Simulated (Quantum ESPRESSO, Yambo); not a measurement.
For LiBr (wurtzite, space group P6_3mc, No. 186), Yambo gives the independent-particle static dielectric constant along x as 3.14 on PBEsol bands and 2.67 after a scissor of 2.54 eV widens every gap (9×9×4 mesh, 67 bands, 4 Ry local-field block, 0.2 eV broadening). Axes are Cartesian, with cell vectors (Å) (4.13, 0.00, 0.00), (-2.07, 3.58, 0.00), (0.00, 0.00, 6.61).

Task: A scissor keeps the position matrix elements. In a one-oscillator model, how does ε − 1 scale, and what mean transition energy do the two values imply?

Result: Each transition adds |r|²/E to ε − 1, so ε − 1 ∝ 1/(E0 + Δ). Then (2.67 − 1)/(3.14 − 1) = E0/(E0 + Δ) = 0.780, and E0 = Δ(ε' − 1)/(ε − ε') = 9.0 eV. The computed Im ε, weighted by 1/E up to 20 eV, has its mean at 9.2 eV; the smallest direct PBEsol gap is 4.83 eV. The scissor comes from a G0W0 run whose convergence isn't established. Convergence of the RPA response with its 9×9×4 mesh was not tested.

Bands from Quantum ESPRESSO.

Spin-orbit coupling is not included.

Geometry relaxed with PBEsol; primitive cell a = b = 4.135 Å, c = 6.615 Å, α = β = 90.00°, γ = 120.00°.

This is not the ordinary phase of the substance; no match was found in the copy of COD used, and its stability was not checked.
